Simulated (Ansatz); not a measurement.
# EuCo2SiGe with scf.convergence.dr2_threshold changed

All numbers are calculated (PBEsol, collinear spin, no spin-orbit coupling; Ansatz, PAW set soft_2, 420 eV, k-mesh 12×12×12), not measured. These are the settings of the reference run.

Cell:

```xyz
5
Lattice="-1.9483 1.9483 5.0519 1.9483 -1.9483 5.0519 1.9483 1.9483 -5.0519" Properties=species:S:1:pos:R:3 pbc="T T T"
Co    0.0000    1.9483    2.5690
Co    1.9483    0.0000    2.5690
Eu    0.0000    0.0000   10.0907
Ge    0.0000    0.0000    6.3529
Si    0.0000    0.0000    3.6779
```

The reference run of this cell is solved again as a single point with these keys changed:

| key | reference run | changed run |
| --- | --- | --- |
| scf.convergence.dr2_threshold | not typed | 1e-11 |

Problem. How does the changed run end?

Solution. 

```
                                    quantity  reference run  changed run
energy, changed less reference (meV an atom)              0          0.0
                              pressure (GPa)            0.0          0.0
                        largest force (eV/Å)           0.00         0.00
                        gap on the mesh (eV)           0.00         0.00
                     moment of the cell (μB)           6.86         6.86
```

The results hardly move, so this setting matters little here, or the typed value is the one that the program takes anyway. It took 33 iterations.

Caveats: the reference run: 4f shell without a U, which puts 4f levels too near the Fermi level; the reference run: open f or d shells may hold a state above the lowest; a single point, atoms not relaxed again.
